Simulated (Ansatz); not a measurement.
**MoI₃: all-electron results**

```xyz
4
Lattice="5.4521 0.0000 0.0000 0.0000 5.4521 0.0000 0.0000 0.0000 5.4521" Properties=species:S:1:pos:R:3 pbc="T T T"
Mo    0.0000    0.0000    0.0000
I     2.7260    0.0000    0.0000
I     0.0000    2.7260    0.0000
I     0.0000    0.0000    2.7260
```

Atoms are numbered in the order listed.

The structure comes from a relaxation in the same program, started in the ReO3 type, and has space group Pm-3m. Whether it is a known phase or the ground state wasn't checked.

Spin polarisation is left out, and whether a magnetic state lies lower isn't shown here.

No spin–orbit coupling, which matters for the heavy atoms here.

All numbers are computed: DFT, PBEsol, all-electron LAPW, scalar-relativistic (Ansatz 0.2.0); DFT, PBEsol, PAW with Ansatz's default frozen-core files, scalar-relativistic (Ansatz 0.2.0).

For LAPW: a Γ-centred 7×7×7 k mesh, Fermi–Dirac smearing of 0.08 eV, basis error target 1 meV/atom, no spin polarisation. PAW takes a cutoff of 420 eV at this cell (files made with PBE, cores remade for this functional). The Ansatz runs share mesh, smearing and spin set-up. Values come from LAPW unless marked.

```yaml
Band_gap: "none: with an odd electron count and no spin polarisation the bands can't all be full, a metal in this set-up (spin order or a larger cell could open a gap)"
Density_of_states_at_the_Fermi_level_0.2_eV_bin: 6.24 states/eV per cell
Löwdin_charges_with_0.19_e_of_the_cell_spilling_out_of_the_atomic_basis_so_their_sizes_and_signs_hang_on_that_basis: Mo1 0.07, I2 0.04 e
Bader_charges_from_the_PAW_run: Mo1 +0.91, I2 -0.30 e
Volume_per_atom: 40.52 Å³
Pressure_at_this_cell: 0.2 kbar
```
